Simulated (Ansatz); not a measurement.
# Two states of ZnNi4N

```yaml
crystal:
  lattice:
    - [0.00000, 3.30529, 3.30529]
    - [3.30529, 0.00000, 3.30529]
    - [3.30529, 3.30529, 0.00000]
  atoms:
    - { symbol: Ni, position: [0.62500, 0.62500, 0.62500] }
    - { symbol: Ni, position: [0.12500, 0.62500, 0.62500] }
    - { symbol: Ni, position: [0.62500, 0.62500, 0.12500] }
    - { symbol: Ni, position: [0.62500, 0.12500, 0.62500] }
    - { symbol: N, position: [0.00000, 0.00000, 0.00000] }
    - { symbol: Zn, position: [0.25000, 0.25000, 0.25000] }
```

The numbers come from plane-wave PAW DFT (Ansatz): PBEsol, with U_eff = 6.98 eV on Ni d (all-electron-ortho-atomic projectors), 420 eV, 6×6×6 Γ-centred k points, fermi-dirac occupations (width 0.1 eV). Nothing was relaxed.

State A: Ni1 up, Ni2 up, Ni3 down, Ni4 down (collinear spin). State B: Ni1 up, Ni2 up, Ni3 up, Ni4 up (collinear spin).

**Question.** Compare the two self-consistent states.

**Answer.** State B is lower by 4.3 meV an atom at zero smearing. So small a gap isn't resolved on this mesh where a state is a metal.

| state | free energy (meV/atom) | largest moment in a small sphere (μB) | net moment (μB/cell) | gap on mesh (eV) | pressure (GPa) | largest force (eV/Å) |
| --- | --- | --- | --- | --- | --- | --- |
| A | 4.2 | 0.96 | 0.00 | metal | 8.5 | 0.32 |
| B | 0.0 | 0.96 | 3.91 | metal | 8.3 | 0.31 |

Origin: a known structure type with other elements, at an estimated volume, so it need not be a known compound. Caveats: the state breaks the symmetry of the cell; another magnetic order, which this cell may not hold, can open a gap.
